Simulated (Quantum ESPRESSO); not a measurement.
# InAl2GaAs4: one run as intended and one with a planted mistake

Simulated, not a measurement. The program is pw.x of Quantum ESPRESSO 7.5 (plane-wave density functional theory). The cell is made up: 8 atoms on a zincblende/diamond lattice, with randomly drawn elements, strain and displacements, not relaxed. PseudoDojo standard norm-conserving files (v0.5 for PBE, v0.4.1 for LDA and PBEsol) set the functional; there is no spin polarisation, spin-orbit coupling or dispersion term, and the masses in the input are unused placeholders.

Intended input:

```
&control calculation='scf', pseudo_dir='./dojo.nc.sr.pbe.v0_5.standard.upf', outdir='./o', disk_io='low', tprnfor=.true., tstress=.true. /
&system ibrav=0, nat=8, ntyp=4, nbnd=52, ecutwfc=84.00895049, nosym=.true., tot_charge=0,
 occupations='smearing', smearing='fd', degauss=0.0018374661
/
&electrons conv_thr=7.350e-09, electron_maxstep=60, /
ATOMIC_SPECIES
Al 1.0 Al.upf
As 1.0 As.upf
Ga 1.0 Ga.upf
In 1.0 In.upf
CELL_PARAMETERS angstrom
5.7037 0.0716 0.0148
0.0716 5.8032 -0.0532
0.0148 -0.0532 5.7166
ATOMIC_POSITIONS angstrom
In -0.0059 -0.0537 0.071
Al 0.014 2.758 2.92
Ga 2.819 0.0911 2.8372
Al 2.9038 2.9996 0.0104
As 1.3622 1.517 1.427
As 1.411 4.4367 4.393
As 4.2505 1.5267 4.3199
As 4.3138 4.3275 1.4097
K_POINTS automatic
4 4 4 1 1 1
```

The log is shortened where brackets say so; the opening notice, blank lines, dates and the lines on written files are dropped, and the path of the files is cut. It prints rydbergs, bohrs and kilobars, and counts compression as positive stress.

Log of the intended run:

```
     Program PWSCF v.7.5
     Parallel version (MPI & OpenMP), running on       4 processor cores
     Number of MPI processes:                 4
     Threads/MPI process:                     1
     [start-up lines left out]
     bravais-lattice index     =            0
     lattice parameter (alat)  =      10.7793  a.u.
     unit-cell volume          =    1276.5890 (a.u.)^3
     number of atoms/cell      =            8
     number of atomic types    =            4
     number of electrons       =        92.00
     number of Kohn-Sham states=           52
     kinetic-energy cutoff     =      84.0090  Ry
     charge density cutoff     =     336.0358  Ry
     scf convergence threshold =      7.3E-09
     mixing beta               =       0.7000
     number of iterations used =            8  plain     mixing
     Exchange-correlation= PBE
                           (   1   4   3   4   0   0   0)
     [axes and pseudopotential details left out]
   Cartesian axes
     site n.     atom                  positions (alat units)
         1        In     tau(   1) = (  -0.0010343  -0.0094142   0.0124470  )
         2        Al     tau(   2) = (   0.0024543   0.4835060   0.5119063  )
         3        Ga     tau(   3) = (   0.4942000   0.0159708   0.4973906  )
         4        Al     tau(   4) = (   0.5090663   0.5258610   0.0018232  )
         5        As     tau(   5) = (   0.2388078   0.2659459   0.2501679  )
         6        As     tau(   6) = (   0.2473630   0.7777996   0.7701385  )
         7        As     tau(   7) = (   0.7451568   0.2676464   0.7573233  )
         8        As     tau(   8) = (   0.7562539   0.7586557   0.2471351  )
     number of k points=    32  Fermi-Dirac smearing, width (Ry)=  0.0018
                       cart. coord. in units 2pi/alat
        k(    1) = (   0.1231467   0.1224984   0.1255494), wk =   0.0625000
        k(    2) = (   0.1224706   0.1247939   0.3750288), wk =   0.0625000
     [further k points left out]
     Dense  grid:   132849 G-vectors     FFT dimensions: (  64,  64,  64)
     Estimated max dynamical RAM per process >     299.59 MB
     Estimated total dynamical RAM >       1.08 GB
     Initial potential from superposition of free atoms
     starting charge      91.9876, renormalised to      92.0000
     Starting wfcs are   62 randomized atomic wfcs
     total cpu time spent up to now is        4.2 secs
     per-process dynamical memory:   212.6 Mb
     Self-consistent Calculation
     iteration #  1     ecut=    84.01 Ry     beta= 0.70
     Davidson diagonalization with overlap
     ethr =  1.00E-02,  avg # of iterations =  4.3
     Threshold (ethr) on eigenvalues was too large:
     Diagonalizing with lowered threshold
     Davidson diagonalization with overlap
     ethr =  2.71E-04,  avg # of iterations =  3.4
     total cpu time spent up to now is       20.7 secs
     total energy              =   -1143.72768641 Ry
     estimated scf accuracy    <       0.26104340 Ry
     iteration #  2     ecut=    84.01 Ry     beta= 0.70
     Davidson diagonalization with overlap
     ethr =  2.84E-04,  avg # of iterations =  2.8
     total cpu time spent up to now is       28.8 secs
     total energy              =   -1143.77364612 Ry
     estimated scf accuracy    <       0.05130226 Ry
     [iterations 3 to 8 left out]
     iteration #  9     ecut=    84.01 Ry     beta= 0.70
     Davidson diagonalization with overlap
     ethr =  1.45E-10,  avg # of iterations =  5.0
     total cpu time spent up to now is       87.6 secs
     total energy              =   -1143.78732948 Ry
     estimated scf accuracy    <       0.00000003 Ry
     iteration # 10     ecut=    84.01 Ry     beta= 0.70
     Davidson diagonalization with overlap
     ethr =  3.65E-11,  avg # of iterations =  2.0
     total cpu time spent up to now is       94.2 secs
     End of self-consistent calculation
     [lines on levels left out]
!    total energy              =   -1143.78732948 Ry
     estimated scf accuracy    <          5.1E-09 Ry
     smearing contrib. (-TS)   =      -0.00000000 Ry
     internal energy E=F+TS    =   -1143.78732948 Ry
     The total energy is F=E-TS. E is the sum of the following terms:
     one-electron contribution =    -672.78182534 Ry
     hartree contribution      =     386.12815529 Ry
     xc contribution           =    -276.57231814 Ry
     ewald contribution        =    -580.56134129 Ry
     convergence has been achieved in  10 iterations
     Forces acting on atoms (cartesian axes, Ry/au):
     atom    1 type  4   force =    -0.09257602    0.07808293    0.05412175
     atom    2 type  1   force =    -0.00183220    0.05851958    0.01256974
     atom    3 type  3   force =    -0.00519717   -0.01769630    0.01367073
     atom    4 type  1   force =    -0.03827824    0.00037436   -0.00166849
     atom    5 type  2   force =     0.06043688    0.02660798    0.01378428
     atom    6 type  2   force =     0.11323126   -0.11821692   -0.13900786
     atom    7 type  2   force =    -0.01692642   -0.01244693   -0.01593101
     atom    8 type  2   force =    -0.01885809   -0.01522469    0.06246087
     Total force =     0.281126     Total SCF correction =     0.000516
     Computing stress (Cartesian axis) and pressure
          total   stress  (Ry/bohr**3)                   (kbar)     P=       59.05
   0.00043316  -0.00017194  -0.00022298           63.72      -25.29      -32.80
  -0.00017194   0.00035089   0.00026561          -25.29       51.62       39.07
  -0.00022298   0.00026561   0.00042011          -32.80       39.07       61.80
     init_run     :      3.82s CPU      3.99s WALL (       1 calls)
     electrons    :     88.83s CPU     89.93s WALL (       1 calls)
     forces       :      1.10s CPU      1.11s WALL (       1 calls)
     stress       :      3.87s CPU      3.88s WALL (       1 calls)
     [timing details left out]
     PWSCF        :   1m37.91s CPU   1m39.23s WALL
     JOB DONE.
```

A second run has one planted mistake: the cell and the positions are scaled by a wrong factor. The input lines that differ, file-writing options aside:

```
- 5.7037 0.0716 0.0148
+ 5.751 0.0722 0.0149
- 0.0716 5.8032 -0.0532
+ 0.0722 5.8514 -0.0536
- 0.0148 -0.0532 5.7166
+ 0.0149 -0.0536 5.764
- In -0.0059 -0.0537 0.071
+ In -0.0059 -0.0541 0.0716
- Al 0.014 2.758 2.92
+ Al 0.0141 2.7809 2.9442
- Ga 2.819 0.0911 2.8372
+ Ga 2.8424 0.0919 2.8607
- Al 2.9038 2.9996 0.0104
+ Al 2.9279 3.0245 0.0105
- As 1.3622 1.517 1.427
+ As 1.3735 1.5296 1.4388
- As 1.411 4.4367 4.393
+ As 1.4227 4.4735 4.4295
- As 4.2505 1.5267 4.3199
+ As 4.2858 1.5394 4.3558
- As 4.3138 4.3275 1.4097
+ As 4.3496 4.3634 1.4214
```

Its log:

```
     Program PWSCF v.7.5
     Parallel version (MPI & OpenMP), running on       4 processor cores
     Number of MPI processes:                 4
     Threads/MPI process:                     1
     [start-up lines left out]
     bravais-lattice index     =            0
     lattice parameter (alat)  =      10.8687  a.u.
     unit-cell volume          =    1308.6282 (a.u.)^3
     number of atoms/cell      =            8
     number of atomic types    =            4
     number of electrons       =        92.00
     number of Kohn-Sham states=           52
     kinetic-energy cutoff     =      84.0090  Ry
     charge density cutoff     =     336.0358  Ry
     scf convergence threshold =      7.3E-09
     mixing beta               =       0.7000
     number of iterations used =            8  plain     mixing
     Exchange-correlation= PBE
                           (   1   4   3   4   0   0   0)
     [axes and pseudopotential details left out]
   Cartesian axes
     site n.     atom                  positions (alat units)
         1        In     tau(   1) = (  -0.0010258  -0.0094063   0.0124490  )
         2        Al     tau(   2) = (   0.0024515   0.4835110   0.5119037  )
         3        Ga     tau(   3) = (   0.4942039   0.0159785   0.4973857  )
         4        Al     tau(   4) = (   0.5090696   0.5258653   0.0018256  )
         5        As     tau(   5) = (   0.2388084   0.2659493   0.2501620  )
         6        As     tau(   6) = (   0.2473627   0.7778008   0.7701506  )
         7        As     tau(   7) = (   0.7451657   0.2676532   0.7573365  )
         8        As     tau(   8) = (   0.7562585   0.7586579   0.2471367  )
     number of k points=    32  Fermi-Dirac smearing, width (Ry)=  0.0018
                       cart. coord. in units 2pi/alat
        k(    1) = (   0.1231471   0.1224959   0.1255491), wk =   0.0625000
        k(    2) = (   0.1224720   0.1247895   0.3750288), wk =   0.0625000
     [further k points left out]
     Dense  grid:   136153 G-vectors     FFT dimensions: (  64,  72,  64)
     Estimated max dynamical RAM per process >     308.73 MB
     Estimated total dynamical RAM >       1.11 GB
     Initial potential from superposition of free atoms
     starting charge      91.9876, renormalised to      92.0000
     Starting wfcs are   62 randomized atomic wfcs
     total cpu time spent up to now is        6.5 secs
     per-process dynamical memory:   219.4 Mb
     Self-consistent Calculation
     iteration #  1     ecut=    84.01 Ry     beta= 0.70
     Davidson diagonalization with overlap
     ethr =  1.00E-02,  avg # of iterations =  4.1
     Threshold (ethr) on eigenvalues was too large:
     Diagonalizing with lowered threshold
     Davidson diagonalization with overlap
     ethr =  2.67E-04,  avg # of iterations =  3.0
     total cpu time spent up to now is       28.1 secs
     total energy              =   -1143.73832048 Ry
     estimated scf accuracy    <       0.25725668 Ry
     iteration #  2     ecut=    84.01 Ry     beta= 0.70
     Davidson diagonalization with overlap
     ethr =  2.80E-04,  avg # of iterations =  3.2
     total cpu time spent up to now is       38.7 secs
     total energy              =   -1143.78438132 Ry
     estimated scf accuracy    <       0.05223865 Ry
     [iterations 3 to 8 left out]
     iteration #  9     ecut=    84.01 Ry     beta= 0.70
     Davidson diagonalization with overlap
     ethr =  1.57E-10,  avg # of iterations =  5.0
     total cpu time spent up to now is      121.5 secs
     total energy              =   -1143.79803047 Ry
     estimated scf accuracy    <       0.00000004 Ry
     iteration # 10     ecut=    84.01 Ry     beta= 0.70
     Davidson diagonalization with overlap
     ethr =  4.23E-11,  avg # of iterations =  2.0
     total cpu time spent up to now is      130.1 secs
     End of self-consistent calculation
     [lines on levels left out]
!    total energy              =   -1143.79803047 Ry
     estimated scf accuracy    <          3.4E-09 Ry
     smearing contrib. (-TS)   =      -0.00000000 Ry
     internal energy E=F+TS    =   -1143.79803047 Ry
     The total energy is F=E-TS. E is the sum of the following terms:
     one-electron contribution =    -680.60400751 Ry
     hartree contribution      =     389.06598420 Ry
     xc contribution           =    -276.47369312 Ry
     ewald contribution        =    -575.78631403 Ry
     convergence has been achieved in  10 iterations
     Forces acting on atoms (cartesian axes, Ry/au):
     atom    1 type  4   force =    -0.08656583    0.07307899    0.05047660
     atom    2 type  1   force =    -0.00224620    0.05497868    0.01126575
     atom    3 type  3   force =    -0.00489901   -0.01632256    0.01272673
     atom    4 type  1   force =    -0.03566056    0.00102441   -0.00181182
     atom    5 type  2   force =     0.05654992    0.02445133    0.01401597
     atom    6 type  2   force =     0.10637436   -0.11196439   -0.13014174
     atom    7 type  2   force =    -0.01557065   -0.01130827   -0.01491477
     atom    8 type  2   force =    -0.01798203   -0.01393818    0.05838328
     Total force =     0.263751     Total SCF correction =     0.000440
     Computing stress (Cartesian axis) and pressure
          total   stress  (Ry/bohr**3)                   (kbar)     P=       39.52
   0.00029940  -0.00015842  -0.00020245           44.04      -23.30      -29.78
  -0.00015842   0.00021952   0.00024187          -23.30       32.29       35.58
  -0.00020245   0.00024187   0.00028702          -29.78       35.58       42.22
     init_run     :      6.20s CPU      6.44s WALL (       1 calls)
     electrons    :    122.86s CPU    123.62s WALL (       1 calls)
     forces       :      1.21s CPU      1.21s WALL (       1 calls)
     stress       :      4.05s CPU      4.05s WALL (       1 calls)
     [timing details left out]
     PWSCF        :   2m14.44s CPU   2m15.50s WALL
     JOB DONE.
```

|  | intended run | run with the mistake |
| --- | --- | --- |
| free energy (eV) | -15562.019 | -15562.165 |
| smearing term -TS (eV) | 0.0000 | 0.0000 |
| pressure (GPa) | 5.90 | 3.95 |
| largest force component (eV/Å) | 3.574 | 3.346 |
| largest change of a force component (eV/Å) |  | 0.228 |
| iterations | 10 | 10 |

For scale, a rerun of the intended cell at 1437 eV and a 6 x 6 x 6 mesh moved values by no more than 0.011 eV in energy, 0.02 GPa in stress and 0.003 eV/Å in force.